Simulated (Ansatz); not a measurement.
The following input was run with Ansatz 0.2.0.

```yaml
crystal:
  lattice:
    - [4.5043746094, 0.0, 0.0]
    - [0.0, 4.5043746094, 0.0]
    - [0.0, 0.0, 4.5043746094]
  atoms:
    - { symbol: Li, position: [0.9069710757, 0.0930289243, 0.5930289243] }
    - { symbol: Li, position: [0.4069710757, 0.4069710757, 0.4069710757] }
    - { symbol: Li, position: [0.0930289243, 0.5930289243, 0.9069710757] }
    - { symbol: Li, position: [0.5930289243, 0.9069710757, 0.0930289243] }
basis:
  ecutwfc: 500
kpoints:
  mp_grid: { grid: [10, 10, 10] }
hamiltonian:
  xc: r2scan
scf:
  occupations: { method: gaussian, width: 0.1 }
output:
  forces: true
  stress: true
  eigenvalues: true
```

Launched with
```bash
ansatz run input.yaml --threads 1 --pin off --max-ram 1331MiB --backend cpu --events-out ev --progress --plain --runs-dir out
```

Level of theory: DFT r2SCAN, scalar-relativistic, plane waves, PAW (Ansatz).

Abridged output (iterations and final results):

```
SCF iter   1: F=—  HF=-819.643768 eV  |F-HF|=—  |Δ(HF+E_count)|=         —  Δρ=2.69e-3  dr2=8.77e-3  dr2_τ=1.13e-3  ethr=1.77e-3  ⟨swp⟩=4.2  Hψ=4124  notcnv=0
SCF iter   2: F=—  HF=-819.641022 eV  |F-HF|=—  |Δ(HF+E_count)|=   2.75e-3  Δρ=1.71e-3  dr2=4.49e-3  dr2_τ=4.42e-5  ethr=7.30e-5  ⟨swp⟩=2.0  Hψ=2094  notcnv=0  defer=4
SCF iter   3: F=—  HF=-819.640979 eV  |F-HF|=—  |Δ(HF+E_count)|=   4.29e-5  Δρ=1.85e-4  dr2=6.30e-5  dr2_τ=1.63e-6  ethr=3.74e-5  ⟨swp⟩=1.0  Hψ=756  notcnv=0  defer=4
SCF iter   4: F=—  HF=-819.640960 eV  |F-HF|=—  |Δ(HF+E_count)|=   1.98e-5  Δρ=2.59e-5  dr2=1.19e-6  dr2_τ=1.01e-8  ethr=5.25e-7  ⟨swp⟩=3.0  Hψ=1222  notcnv=0  defer=4
SCF iter   5: F=-819.640958 eV  HF=-819.640959 eV  |F-HF|=1.71e-8  |Δ(HF+E_count)|=   1.11e-6  Δρ=3.22e-6  dr2=1.12e-8  dr2_τ=1.88e-10  ethr=9.89e-9  ⟨swp⟩=2.0  Hψ=919  notcnv=0  defer=4
SCF iter   6: F=-819.640959 eV  HF=-819.640959 eV  |F-HF|=3.83e-11  |Δ(HF+E_count)|=   1.51e-8  Δρ=3.96e-7  dr2=2.21e-10  dr2_τ=1.27e-12  ethr=9.35e-11  ⟨swp⟩=2.2  Hψ=2345  notcnv=0
SCF 1 converged in 6 iterations: F = -819.640959 eV  dr2 = 2.21e-10
SCF converged after 6 iterations
Free energy (F): -819.640959 eV
Harris-Foulkes:  -819.640959 eV  (|F-HF|=3.83e-11)
Internal energy: -819.633845 eV  (E = F + TS)
E sigma→0 (E₀):  -819.637402 eV
Entropy (-TS):   -0.007114 eV (-1.778 meV/atom)
Fermi energy:    0.913876 eV
--- Per-component energies (eV) ---
  E_band       = -386.339104
  E_kinetic    = 83.764537
  E_local      = -554.635106  (includes V_loc(G=0)·N_el)
  E_nonlocal   = -133.343988
  E_hartree    = 165.926377
  E_xc         = -37.828330
  E_vxc        = -53.933569  (∫ρ·V_xc dr)
  E_paw        = -87.259363  (= ΣΔE_a)
  E_vpaw       = -63.344833  (= ΣTr[D̂ρ^β])
  E_aug_tail   = -0.000392  (compensation charges beyond the density's cutoff)
  E_vtau       = 3.301421  (kinetic-family band-sum trace: ∫τ·v_τ [+ j·A + Jᵃ·Aᵃ] dr)
  E_ewald      = -256.257579
  E_smearing   = -0.007114  (= −TS)
--- Forces (eV/Å), atoms counted from 1 ---
  atom   1  Li     0.18072908    -0.18072908    -0.18072908
  atom   2  Li     0.18072908     0.18072908     0.18072908
  atom   3  Li    -0.18072908    -0.18072908     0.18072908
  atom   4  Li    -0.18072908     0.18072908    -0.18072908
--- Stress (GPa, compression-positive) ---
       -0.074226       0.000000       0.000000
        0.000000      -0.074226       0.000000
        0.000000       0.000000      -0.074226
  P = ⅓ Tr σ = -0.0742 GPa (-0.742 kbar)
--- Band table (eV; the first three rows and the last of 76) ---
  k-point 0: bands = ["-47.9452", "-47.9114", "-47.9114", "-47.9114", "-3.0133", "2.8053", "2.8053", "2.8053", "3.9009", "3.9009"]
  k-point 1: bands = ["-47.9445", "-47.9144", "-47.9112", "-47.9093", "-2.9507", "2.0503", "2.8614", "2.8734", "3.8667", "3.9410"]
  k-point 2: bands = ["-47.9427", "-47.9181", "-47.9107", "-47.9079", "-2.7626", "1.0232", "3.0199", "3.0502", "3.9320", "4.0611"]
  k-point 75: bands = ["-47.9198", "-47.9198", "-47.9198", "-47.9198", "0.9696", "0.9696", "0.9696", "0.9696", "2.8850", "2.8850"]
```

Self-consistency was reached.